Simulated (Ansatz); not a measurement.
**A plane-wave run on KSiH₄**

The input, for Ansatz 0.2.0 (plane waves, PAW):

```yaml
crystal:
  lattice:
    - [4.917287, 0.0, 0.0]
    - [0.0, 4.917287, 0.0]
    - [0.0, 0.0, 6.898543]
  atoms:
    - { symbol: K, position: [0.75, 0.25, 0.25] }
    - { symbol: K, position: [0.25, 0.75, 0.75] }
    - { symbol: H, position: [0.25, 0.54, 0.144] }
    - { symbol: H, position: [0.96, 0.25, 0.644] }
    - { symbol: H, position: [0.25, 0.96, 0.144] }
    - { symbol: H, position: [0.54, 0.25, 0.644] }
    - { symbol: H, position: [0.75, 0.46, 0.856] }
    - { symbol: H, position: [0.46, 0.75, 0.356] }
    - { symbol: H, position: [0.75, 0.04, 0.856] }
    - { symbol: H, position: [0.04, 0.75, 0.356] }
    - { symbol: Si, position: [0.75, 0.25, 0.75] }
    - { symbol: Si, position: [0.25, 0.75, 0.25] }
  symmetry: { tolerance: 0.0003 }
kpoints:
  mp_grid: { grid: [7, 7, 5], shift: [0, 0, 0] }
  band_path:
    path:
      - [0.0, 0.0, 0.0]
      - [0.0, 0.5, 0.0]
      - [0.5, 0.5, 0.0]
      - [0.0, 0.0, 0.0]
      - [0.0, 0.0, 0.5]
      - [0.0, 0.5, 0.5]
      - [0.5, 0.5, 0.5]
      - [0.0, 0.0, 0.5]
      - [0.0, 0.5, 0.0]
      - [0.0, 0.5, 0.5]
      - [0.5, 0.5, 0.0]
    npoints: 6
magnetization:
  spin_polarized: false
scf:
  occupations: { method: fermi_dirac }
  lower_state_search: "off"
  max_iter: 200
hamiltonian:
  pseudopotentials: { kind: paw }
  xc: pbe
basis:
  ecutwfc: 420
  fft_grid_basis: typed
output:
  forces: true
  stress: true
  eigenvalues: true
  bader: true
  populations: true
  elf: true
  write_potential: true
  volumetric_format: npy
  dos:
    e_range: [-12, 8]
    de: 0.05
    projected: { site_lists: { H: [H], K: [K], Si: [Si] } }
checkpoint:
  read: saved_state
```

The run starts from an earlier solution of this cell. 

Output (shortened):

```
Pseudopotentials: kind: paw
Pseudopotential: K, paw, valence charge 9, recommended cutoff 420 eV (normal), K.paw.azcp
Pseudopotential: H, paw, valence charge 1, recommended cutoff 420 eV (normal), H.paw.azcp
Pseudopotential: Si, paw, valence charge 4, recommended cutoff 420 eV (normal), Si.paw.azcp
Functional definition: PBE
  exchange = pbe_x(kappa = kappa, mu = beta*pi^2/3)
  correlation = pbe_c(beta = beta)
Crystal: 12 atoms, lattice volume = 166.805 Å³
Basis set: ecut = 420 eV, 3283 PW (Γ), exchange–correlation on 72×72×96 points (8 copies of the dense FFT grid, shifted against one another)
Bands: 29, of which v1, the nominal top of the filled ones, is band 17 counted from 1 (16 counted from 0)
Symmetry: 16 space group operations
Space group: P42/nmc (ITA 137), of the structure as read, at distance tolerance 1.7e-3 Å
k-points: 30 of 245
Initial density: read from a saved state, or passed on in memory by an earlier SCF of this step, an earlier step, the calling program or the single point that the run made first
Functional: x = pbe(κ = 0.804, μ = 0.2195), c = pbe(β = 0.0667)
SCF iter   1: F=—  Δρ=2.97e-4  dr2=8.03e-5
SCF iter   2: F=—  Δρ=1.76e-4  dr2=4.11e-5
SCF iter   3: F=—  Δρ=3.59e-5  dr2=2.30e-6
SCF iter   4: F=—  Δρ=7.02e-6  dr2=1.15e-7
SCF iter   5: F=-4466.8735 eV  Δρ=2.09e-6  dr2=1.12e-8
Free energy (F): -4466.8735 eV
Harris-Foulkes:  -4466.8735 eV  (|F-HF|=1.19e-8)
Internal energy: -4466.7225 eV  (E = F + TS)
E sigma→0 (E₀):  -4466.7980 eV
Entropy (-TS):   -0.1510 eV (-12.583 meV/atom)
Fermi energy:    5.2438 eV
--- Forces (eV/Å), atoms counted from 1 ---
  atom   1  K      0.0000     0.0000     0.0000
  atom   2  K      0.0000     0.0000     0.0000
  atom   3  H      0.0000    -5.8077    -4.1786
  atom   4  H      5.8077     0.0000    -4.1786
  atom   5  H      0.0000     5.8077    -4.1786
  atom   6  H     -5.8077     0.0000    -4.1786
  atom   7  H      0.0000     5.8077     4.1786
  atom   8  H      5.8077     0.0000     4.1786
  atom   9  H      0.0000    -5.8077     4.1786
  atom  10  H     -5.8077     0.0000     4.1786
  atom  11  Si     0.0000     0.0000     0.0000
  atom  12  Si     0.0000     0.0000     0.0000
--- Stress (GPa, compression-positive) ---
       23.1228       0.0000       0.0000
        0.0000      23.1228       0.0000
        0.0000       0.0000      24.2643
  P = ⅓ Tr σ = 23.5033 GPa (235.033 kbar)
--- Löwdin populations: 12 sites ---
  site symbol       q [e]
     0      K      8.1191
     1      K      8.1191
     2      H      1.1696
     3      H      1.1696
     4      H      1.1696
     5      H      1.1696
     6      H      1.1696
     7      H      1.1696
     8      H      1.1696
     9      H      1.1696
    10     Si      3.7818
    11     Si      3.7818
  spilling = 0.0247 (of n_electrons = 34.0000)
--- Bader charges: 12 sites ---
  site symbol  charge [e]  shift [e]
     0      K      0.7320     0.0000
     1      K      0.7320     0.0000
     2      H     -0.8762     0.0036
     3      H     -0.8762     0.0036
     4      H     -0.8762     0.0036
     5      H     -0.8762     0.0036
     6      H     -0.8762     0.0036
     7      H     -0.8762     0.0036
     8      H     -0.8762     0.0036
     9      H     -0.8762     0.0036
    10     Si      2.7728     0.0144
    11     Si      2.7728     0.0144
```

Origin: a known structure type with other elements, at an estimated volume, so it need not be a known compound. Caveats: atoms or cell far from equilibrium.
